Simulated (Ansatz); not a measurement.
Polymorphs of CoW, each relaxed with DFT-PBEsol in the program Ansatz with PAW potentials:

A: rock salt (Fm-3m)
a = b = c = 4.8197 Å, α = β = γ = 90.00°

```csv
atom,site,symmetry,x,y,z
Co,4a,m-3m,0.0000,0.0000,0.0000
W,4b,m-3m,0.5000,0.5000,0.5000
```

B: Cmcm
a = 2.656 Å, b = 9.539 Å, c = 4.038 Å, α = β = γ = 90.00°

```csv
atom,site,symmetry,x,y,z
W,4c,m2m,0.0000,0.3428,0.2500
Co,4c,m2m,0.0000,0.0730,0.2500
```

Question: Order them by energy per atom at 0 K (lowest first) at the level PBEsol.

Answer: B (+0 meV/atom), A (+783 meV/atom)

Typed or built starts, not in the databases checked: A; B. Began spin-polarised and lost the moments: A; B. Unstable at this level: A. All cells were relaxed under the symmetry of their starts (and spin orders); stability against distortions was not tested throughout. Scalar-relativistic: spin–orbit coupling is off unless named, which matters more the heavier the elements.

Energies hold the estimated change up to a 700 eV cutoff; steps of a few meV lie near the error of the meshes.

Potentials: the later of the program's two PAW sets.
